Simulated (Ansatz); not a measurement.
Ansatz (a program for electronic structure) input:

Ansatz 0.2 input:
```yaml
crystal:
  lattice:
    - [5.5717398528, 0.0, 0.0]
    - [-2.7858699264, 4.8252682558, 0.0]
    - [0.0, 0.0, 4.9722417217]
  atoms:
    - { symbol: Mg, position: [0.665038687, 0.0, 0.5] }
    - { symbol: Mg, position: [0.334961313, 0.334961313, 0.5] }
    - { symbol: Mg, position: [0.0, 0.665038687, 0.5] }
    - { symbol: Mg, position: [0.0, 0.0, 0.0] }
    - { symbol: Sn, position: [0.3333333333, 0.6666666667, 0.0] }
    - { symbol: Sn, position: [0.6666666667, 0.3333333333, 0.0] }
kpoints:
  mp_grid: { grid: [9, 9, 8] }
hamiltonian:
  xc: lda
  pseudopotentials: { kind: paw }
scf:
  occupations: { method: fermi_dirac, width: 0.1 }
phonons:
  method: dfpt
  response_accuracy: low
  eigenvectors: true
  rigid_motions: translations
```

Output (shortened):

```
Pseudopotential: Mg, paw, valence charge 10
Pseudopotential: Sn, paw, valence charge 14
Functional definition: SPW92
Crystal: 6 atoms, lattice volume = 133.679 Å³
Basis set: ecut = 420 eV, 2645 PW (Γ), exchange–correlation on 80×80×72 points (8 copies of the dense FFT grid, shifted against one another)
Bands: 41, of which v1, the nominal top of the filled ones, is band 34 counted from 1 (33 counted from 0)
Symmetry: 12 space group operations
k-points: 205 of 648 (irreducible under 2 space group operations, time reversal used)
SCF iter   1: F=—  HF=-19366.082693 eV  |F-HF|=—  |Δ(HF+E_count)|=         —  Δρ=7.77e-3  dr2=7.32e-2  ethr=1.77e-3  ⟨swp⟩=8.6  Hψ=36832  notcnv=0  defer=1
preconditioner: auto → Kerker (q_TF=auto, 2.438 Å⁻¹)
SCF iter   2: F=—  HF=-19366.055964 eV  |F-HF|=—  |Δ(HF+E_count)|=   2.67e-2  Δρ=3.61e-3  dr2=2.51e-2  ethr=1.08e-4  ⟨swp⟩=2.1  Hψ=16916  notcnv=0  defer=4
SCF iter   3: F=—  HF=-19366.049291 eV  |F-HF|=—  |Δ(HF+E_count)|=   6.67e-3  Δρ=8.87e-4  dr2=2.91e-3  ethr=3.69e-5  ⟨swp⟩=2.0  Hψ=9432  notcnv=0  defer=4
SCF iter   4: F=—  HF=-19366.048583 eV  |F-HF|=—  |Δ(HF+E_count)|=   7.08e-4  Δρ=1.72e-4  dr2=3.92e-5  ethr=4.28e-6  ⟨swp⟩=2.0  Hψ=10010  notcnv=0  defer=4
SCF iter   5: F=—  HF=-19366.048569 eV  |F-HF|=—  |Δ(HF+E_count)|=   1.41e-5  Δρ=3.64e-5  dr2=3.31e-6  ethr=5.77e-8  ⟨swp⟩=3.0  Hψ=14841  notcnv=0  defer=4
SCF iter   6: F=—  HF=-19366.048579 eV  |F-HF|=—  |Δ(HF+E_count)|=   1.04e-5  Δρ=1.45e-5  dr2=4.31e-7  ethr=4.86e-9  ⟨swp⟩=2.0  Hψ=12141  notcnv=0  defer=7
SCF iter   7: F=—  HF=-19366.048579 eV  |F-HF|=—  |Δ(HF+E_count)|=   1.81e-7  Δρ=3.72e-6  dr2=2.34e-8  ethr=6.34e-10  ⟨swp⟩=2.0  Hψ=12110  notcnv=0  defer=7
SCF iter   8: F=—  HF=-19366.048579 eV  |F-HF|=—  |Δ(HF+E_count)|=   6.97e-9  Δρ=4.96e-7  dr2=2.63e-10  ethr=3.45e-11  ⟨swp⟩=2.5  Hψ=14328  notcnv=0  defer=7
SCF iter  10: F=-19366.048579 eV  HF=-19366.048579 eV  |F-HF|=1.09e-11  |Δ(HF+E_count)|=  3.64e-12  Δρ=2.09e-8  dr2=6.60e-13  ethr=1.00e-12  ⟨swp⟩=6.7  Hψ=36636  notcnv=0
SCF 1 converged in 10 iterations: F = -19366.048579 eV  dr2 = 6.60e-13
DFPT response loops at Γ: preconditioner auto → Kerker (q_TF=auto, 2.438 Å⁻¹) (partly filled bands, converged f_vac=0.000) …
SCF converged after 10 iterations
Free energy (F): -19366.048579 eV
Harris-Foulkes:  -19366.048579 eV  (|F-HF|=1.09e-11)
Internal energy: -19365.962360 eV  (E = F + TS)
E sigma→0 (E₀):  -19366.005469 eV
Entropy (-TS):   -0.086218 eV (-14.370 meV/atom)
Fermi energy:    8.459680 eV
--- Per-component energies (eV) ---
  E_band       = -1551.814403
  E_kinetic    = 681.332163
  E_local      = -7947.644661  (includes V_loc(G=0)·N_el)
  E_nonlocal   = 330.445727
  E_hartree    = 3278.793096
  E_xc         = -873.999118
  E_vxc        = -347.877191  (∫ρ·V_xc dr)
  E_paw        = -9074.867980  (= ΣΔE_a)
  E_vpaw       = -825.656654  (= ΣTr[D̂ρ^β])
  E_aug_tail   = -0.000001  (compensation charges beyond the density's cutoff)
  E_ewald      = -5761.473300
  E_core_change = 1.451714  (= ΣΔE_core)
  E_smearing   = -0.086218  (= −TS)
  E_closure    = 0.000000  (closes the sum)
  Σ components = -19366.048579   (vs F -19366.048579, Δ=0.00e0)
  [band-id]    e_kinetic+e_local+e_nonlocal+2·e_hartree+e_vxc+e_vpaw+e_augmentation_tail = -1551.814426   (vs E_band -1551.814403, Δ=-2.30e-5)
--- Band table (eV; the first three rows and the last of 205) ---
  k-point 0: bands = ["-67.1313", "-67.1289", "-67.1289", "-67.1261", "-34.5720", "-34.5633", "-34.5625", "-34.5625", "-34.5603", "-34.5603", "-34.5582", "-34.5533", "-34.5533", "-34.5467", "-34.5439", "-34.5439", "-12.9018", "-12.9018", "-12.8772", …
  k-point 1: bands = ["-67.1312", "-67.1289", "-67.1289", "-67.1261", "-34.5716", "-34.5633", "-34.5629", "-34.5629", "-34.5605", "-34.5605", "-34.5587", "-34.5526", "-34.5526", "-34.5467", "-34.5440", "-34.5440", "-12.9018", "-12.9018", "-12.8767", …
  k-point 2: bands = ["-67.1311", "-67.1289", "-67.1289", "-67.1263", "-34.5703", "-34.5639", "-34.5639", "-34.5633", "-34.5607", "-34.5607", "-34.5602", "-34.5512", "-34.5512", "-34.5466", "-34.5442", "-34.5442", "-12.9018", "-12.9018", "-12.8754", …
  k-point 204: bands = ["-67.1301", "-67.1294", "-67.1292", "-67.1264", "-34.5699", "-34.5663", "-34.5656", "-34.5644", "-34.5617", "-34.5579", "-34.5526", "-34.5500", "-34.5497", "-34.5496", "-34.5472", "-34.5456", "-12.9474", "-12.9234", "-12.8811", …
--- Phonons (Γ-DFPT): 7 representative perturbations + reference, on 205 of 648 k-points (Σ response iterations 21) ---
  ASR residual: 3.753e-4 → 0.000e0 eV/Å²; symmetrization residual: 1.265e-4 eV/Å²
  ASR residual per site (eV/Å²): 2.96e-4 2.96e-4 2.96e-4 2.54e-4 3.75e-4 3.75e-4
  Γ frequencies (cm⁻¹): 0.00 0.00 0.00 74.70 85.94 85.94 103.39 103.39 134.57 156.81 156.81 177.16 177.16 185.75 200.05 200.05 205.51 238.04
  non-analytic LO–TO correction: not included (Born effective charges unavailable; polar crystals: no LO–TO splitting at Γ)
```

Cost: roughly 22 core-minutes on shared cores.

Space group P-62m. The first step of the workflow began from a Materials Project structure, measured or hypothetical; the Crystallography Open Database copy checked does not list it. COD files the formula under space group No. 225, 227, so this cell is another polymorph or a model. With Mg and Sn taken as one species the cell has the higher symmetry P6_3/mmc, so it may be an ordered model of a mixed-site phase. Whether it is the stable phase at ambient conditions was not checked. The cell keeps a stress of up to 0.2 GPa. The LDA relaxation kept the symmetry of its start; of distortions, only those at the zone centre were tested. As this level gives no gap, phonon frequencies hold no LO–TO term and depend on the k-mesh and smearing (Fermi–Dirac, 0.1 eV here). Scalar-relativistic: spin–orbit coupling is off unless named, which matters more the heavier the elements.

Potentials: the later of the program's two PAW sets.

Ansatz is a plane-wave DFT program.
